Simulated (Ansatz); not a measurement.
Relaxed candidate structures of Nb2C:

A. P-6m2 (No. 187), hP3; a = 3.7006 Å, b = 3.7006 Å, c = 3.6140 Å, α = 90.00°, β = 90.00°, γ = 120.00°; C 1b (0.000, 0.000, 0.500); Nb 1e (0.667, 0.333, 0.000); Nb 1d (0.333, 0.667, 0.500)

B. C2/m (No. 12), mS18; a = 14.9865 Å, b = 3.0641 Å, c = 5.4522 Å, α = 90.00°, β = 98.13°, γ = 90.00°; C 2b (0.000, 0.500, 0.000); C 4i (0.165, 0.000, 0.564); Nb 4i (0.079, 0.500, 0.375); Nb 4i (0.085, 0.000, 0.878); Nb 4i (0.247, 0.000, 0.260)

C. Pnma (No. 62), oP12; a = 10.868 Å, b = 3.074 Å, c = 4.947 Å, α = 90.00°, β = 90.00°, γ = 90.00°; Nb 4c (0.296, 0.250, 0.236); Nb 4c (0.045, 0.750, 0.246); C 4c (0.125, 0.250, 0.992)

D. P-62m (No. 189), hP9, AFLOW prototype A2B_hP9_189_fg_bc (C22, as in Fe2P); a = 6.4436 Å, b = 6.4436 Å, c = 3.2017 Å, α = 90.00°, β = 90.00°, γ = 120.00°; Nb 3f (0.000, 0.254, 0.000); Nb 3g (0.417, 0.417, 0.500); C 1b (0.000, 0.000, 0.500); C 2c (0.333, 0.667, 0.000)

E. P6/mmm (No. 191), hP9; a = b = 7.2937 Å, c = 2.8364 Å, α = β = 90.00°, γ = 120.00°; C 1b (0.000, 0.000, 0.500); C 2d (0.333, 0.667, 0.500); Nb 6l (0.202, 0.403, 0.000)

Task: Put the candidates in order of energy per atom, lowest first, for PBEsol (plane waves to 420 eV, PAW, scalar-relativistic; Ansatz, a program for electronic structure).

Result: C (reference), B (+0.04 eV/atom), D (+0.54 eV/atom), E (+1.27 eV/atom), A (+1.37 eV/atom)

Probably no minimum, since a slightly shaken restart fell lower: P6/mmm, hP9 (by 1.23 eV/atom, to C2/m). Each run could gain symmetry but not lose that of its start, so entries can be saddle points. From databases, or of a type measured for this composition: Pnma, oP12; the others are generated cells (placed on structure types, drawn at random, substituted or restacked) that were not matched to a known phase here. Static energies at zero pressure. Each cell has its own k-point mesh; energy differences are given only to the digits this allows. No spin polarisation in the result.
